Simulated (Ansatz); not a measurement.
Ge2Sb2Te5 in space group P-3m1 (No. 164; Pearson symbol hP9), r²SCAN+D4 in the plane-wave PAW code Ansatz. The conduction-band minimum lies on the K–Γ line, 85 % of the way from K, with 6 equivalent valleys. Second derivatives d²E/dk² of the lowest band at one valley (eV·Å²), along Cartesian directions:

| direction | d²E/dk² |
|---|---|
| [100] | 134.3 |
| [010] | 80.68 |
| [001] | 27.22 |
| [110] | 153.8 |
| [101] | 102.6 |
| [011] | 66.76 |

Q: Find the principal effective masses, the density-of-states mass and the conductivity mass.

A: Off-diagonal terms follow from H_xy = H[110] − (H_xx + H_yy)/2, and m*/mₑ = 7.620 eV·Å² over each eigenvalue: 0.046, 0.14, 0.34. One valley's DOS mass (m₁m₂m₃)^(1/3) = 0.13, conductivity mass 3/(Σ 1/mᵢ) = 0.094 mₑ.

Q: What effective density of states Nc follows at 300 K for parabolic valleys?

A: Nc = 2.509e19 × 6 × (0.13)^(3/2) ≈ 7.1e18 cm⁻³.

The r²SCAN+D4 relaxation kept the symmetry of its start. Scalar-relativistic: spin–orbit coupling is off unless named, which matters more the heavier the elements.

Potentials: the later of the program's two PAW sets.

Edges and masses are those of Kohn–Sham bands, whose gap is no quasiparticle gap.
